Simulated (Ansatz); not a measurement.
TaAs (CsCl type, space group No. 221) at seven volumes, PBEsol in the plane-wave PAW code Ansatz, scaled uniformly. One row is withheld.

| V (Å³/atom) | P (GPa) |
|---|---|
| 14.617 | 22.63 |
| 15.099 | 13.84 |
| 15.581 | 6.36 |
| 16.063 | 0.00 |
| 16.545 | -5.42 |
| 17.027 | -10.02 |
| 17.509 | ? |

**Question.** Fit the shown pressures and predict the withheld one.

**Answer.** P = (3/2)B₀(x^(7/2) − x^(5/2))[1 + (3/4)(B′ − 4)(x − 1)] with x = (V₀/V)^(2/3). Least squares on the six rows gives V₀ = 16.063 Å³/atom, B₀ = 195 GPa, B′ = 4.35. At V = 17.509, x = 0.9442 and P = -13.94 GPa. The run itself gave -13.93 GPa.

Space group Pm-3m (CsCl type). A made-up cell: these elements were put on the sites of a structure type; neither database checked (COD, Materials Project) lists it. It is not the phase usual at ambient conditions (space group No. 109). The cell was relaxed with PBEsol under the symmetry of its start; of distortions, only those at the zone centre were tested. The run is not spin-polarised. Spin–orbit coupling is left out wherever it is not named.

Potentials: the later of the program's two PAW sets.
